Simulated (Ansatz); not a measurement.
An elastic tensor (GPa, Voigt order, standard axes) from PBEsol in the plane-wave PAW code Ansatz:

```csv
,1,2,3,4,5,6
1,94.9,52.9,52.9,0.0,0.0,0.0
2,52.9,94.9,52.9,0.0,0.0,0.0
3,52.9,52.9,94.9,0.0,0.0,0.0
4,0.0,0.0,0.0,43.2,0.0,0.0
5,0.0,0.0,0.0,0.0,43.2,0.0
6,0.0,0.0,0.0,0.0,0.0,43.2
```

Q: Which compound is it?
A. AlRu, CsCl type
B. AgI, zinc blende
C. KTaO3, cubic perovskite
D. InP, zinc blende

A: D, InP, zinc blende

Space group F-43m (zinc blende). The PBEsol relaxation kept the symmetry of its start.

Potentials: the later of the program's two PAW sets.
